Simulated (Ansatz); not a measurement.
Ga3Ir:
```cif
data_Ga12Ir4
_chemical_formula_sum 'Ga12 Ir4'
_space_group_name_H-M_alt 'P 1'
_space_group_IT_number 1
_cell_length_a 6.51724
_cell_length_b 6.51724
_cell_length_c 6.61363
_cell_angle_alpha 90.000
_cell_angle_beta 90.000
_cell_angle_gamma 90.000
loop_
_space_group_symop_operation_xyz
  'x, y, z'
loop_
_atom_site_label
_atom_site_type_symbol
_atom_site_fract_x
_atom_site_fract_y
_atom_site_fract_z
_atom_site_occupancy
Ga1 Ga 0.00000 0.50000 0.50000 1
Ga2 Ga 0.00000 0.50000 0.00000 1
Ga3 Ga 0.50000 0.00000 0.00000 1
Ga4 Ga 0.50000 0.00000 0.50000 1
Ga5 Ga 0.36227 0.63773 0.25875 1
Ga6 Ga 0.63773 0.36227 0.74125 1
Ga7 Ga 0.86227 0.86227 0.75875 1
Ga8 Ga 0.13773 0.13773 0.24125 1
Ga9 Ga 0.63773 0.36227 0.25875 1
Ga10 Ga 0.36227 0.63773 0.74125 1
Ga11 Ga 0.13773 0.13773 0.75875 1
Ga12 Ga 0.86227 0.86227 0.24125 1
Ir1 Ir 0.16016 0.83984 0.50000 1
Ir2 Ir 0.83984 0.16016 0.50000 1
Ir3 Ir 0.66016 0.66016 0.00000 1
Ir4 Ir 0.33984 0.33984 0.00000 1
```

Relaxed with r²SCAN.

Question: Tabulate the valence density and the electron localisation function along the shortest Ga–Ga contact (2.54 Å), r²SCAN in the plane-wave PAW code Ansatz.

Answer: 

| distance from Ga (Å) | density (e/Å³) | ELF |
|---|---|---|
| 0.25 | 25.71 | 0.03 |
| 0.38 | 11.19 | 0.03 |
| 0.51 | 4.04 | 0.08 |
| 0.63 | 1.57 | 0.17 |
| 0.76 | 0.80 | 0.24 |
| 0.89 | 0.53 | 0.28 |
| 1.02 | 0.40 | 0.33 |
| 1.14 | 0.34 | 0.42 |
| 1.27 | 0.33 | 0.48 |
| 1.40 | 0.34 | 0.42 |
| 1.52 | 0.40 | 0.33 |
| 1.65 | 0.53 | 0.28 |
| 1.78 | 0.80 | 0.24 |
| 1.90 | 1.57 | 0.17 |
| 2.03 | 4.04 | 0.08 |
| 2.16 | 11.19 | 0.03 |
| 2.29 | 25.71 | 0.03 |

The density is the valence pseudo-density with augmentation charge, so density and ELF within about 1 Å of a nucleus are not all-electron values.

Space group P4_2/mnm. The workflow started from a Materials Project entry (that database holds measured and hypothetical structures alike); the Crystallography Open Database copy checked does not list it. Whether it is the stable phase at ambient conditions was not checked. The r²SCAN relaxation kept the symmetry of its start; whether a distortion lowers the energy is not shown. No spin polarisation was allowed. Spin–orbit coupling is left out wherever it is not named.

Potentials: the later of the program's two PAW sets.
